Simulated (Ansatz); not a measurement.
KF (rock salt) is sheared across one {100} plane: the third cell vector gains the shift, so faults repeat every 8.1 Å. The cut lies between planes 2.71 Å apart; the cell height is held.

```xyz
6
Lattice="3.8331 0.0000 0.0000 0.0000 3.8331 0.0000 1.9165 1.9165 8.1312" Properties=species:S:1:pos:R:3 pbc="T T T"
F      1.5971     1.5971     6.7760
F      1.5971     1.5971     1.3552
F      3.5136     3.5136     4.0656
K      3.5136     3.5136     6.7760
K      3.5136     3.5136     1.3552
K      1.5971     1.5971     4.0656
```

In-plane vectors a = (3.833, 0.000) Å, b = (0.000, 3.833) Å, area 14.69 Å². The shift is x·a + y·b, and the map repeats with period 1 in x and y. The shift is rigid: no atom relaxes. γ = [E(shift) − E(0)] / area.

These are PBE (plane waves to 420 eV, PAW, scalar-relativistic; Ansatz, a quantum-chemistry and plane-wave program) values and carry that method's errors. k mesh 8×8×8 (Γ-centred), Fermi-Dirac smearing 0.05 eV. E is the zero-smearing estimate. Points where atoms come too close for the PAW data are left out (x in tables, blank in figures). Faults lie only 8.1 Å apart, and holding the cell height and the atoms raises γ above its relaxed value. KF was relaxed with its symmetry unable to fall. The zero of γ is zero shift.

γ (mJ/m²), with x across and y down:

```csv
y \ x,0.000,0.167,0.333,0.500,0.667,0.833
0.000,0,95,306,420,306,95
0.167,95,207,450,x,450,207
0.333,306,450,x,x,x,450
0.500,420,x,x,x,x,x
0.667,306,450,x,x,x,450
0.833,95,207,450,x,450,207
```

Where does the grid have local minima besides zero shift?

No grid point is one.

Stepping between nearest grid points (4 neighbours each), what is the highest γ met on the easiest way from zero shift to the shift a?

420 mJ/m².

(The slope of γ gives the shear force per area between the displaced halves; near zero shift its curvature is an elastic stiffness.)
